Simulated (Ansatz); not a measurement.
InP (zinc blende)

```
CELL_PARAMETERS angstrom
      0.00000     2.97977     2.97977
      2.97977     0.00000     2.97977
      2.97977     2.97977     0.00000
ATOMIC_POSITIONS crystal
  P  0.75000 0.75000 0.75000
  In 0.00000 0.00000 0.00000
```

In this cell atom 1 (P, nearest neighbour In at 2.581 Å; its periodic images, 4.2 Å or more away, move with it) is moved by u·(0.707, 0.707, 0.000) + v·(0.000, 0.000, 1.000); the rest is frozen.

The numbers are results of PBE (plane waves to 420 eV, PAW, scalar-relativistic; Ansatz, a first-principles code), not measurements. k mesh 8×8×8 (Γ-centred), Fermi-Dirac smearing 0.05 eV. The energy includes the smearing's −TS. Points where atoms come too close for the PAW data are left out (x in tables, blank in figures). As the smearing reaches across the gap at some points, energies and forces of such displacements shift with the k mesh and the smearing. InP was relaxed with its symmetry unable to fall. ΔE is measured from the undisplaced structure. Axes are in Å.

### Question
Give the computed ΔE (meV/cell) at all points of the grid u = -0.650, -0.433, -0.217, 0.000, 0.217, 0.433, 0.650 by v = -0.650, -0.433, -0.217, 0.000, 0.217, 0.433, 0.650.

### Answer
ΔE (meV/cell), with u across and v down:

```tsv
v \ u	-0.650	-0.433	-0.217	0.000	0.217	0.433	0.650
-0.650	968	1124	1257	1308	1257	1124	968
-0.433	769	666	637	633	637	666	769
-0.217	958	489	243	167	243	489	958
0.000	1737	721	172	0	172	721	1737
0.217	3308	1450	471	167	471	1450	3308
0.433	x	2691	1112	633	1112	2691	x
0.650	x	4358	2003	1308	2003	4358	x
```

(A displaced cell: forces are minus the slopes of the energy, force constants its curvatures, and phonons follow from these.)
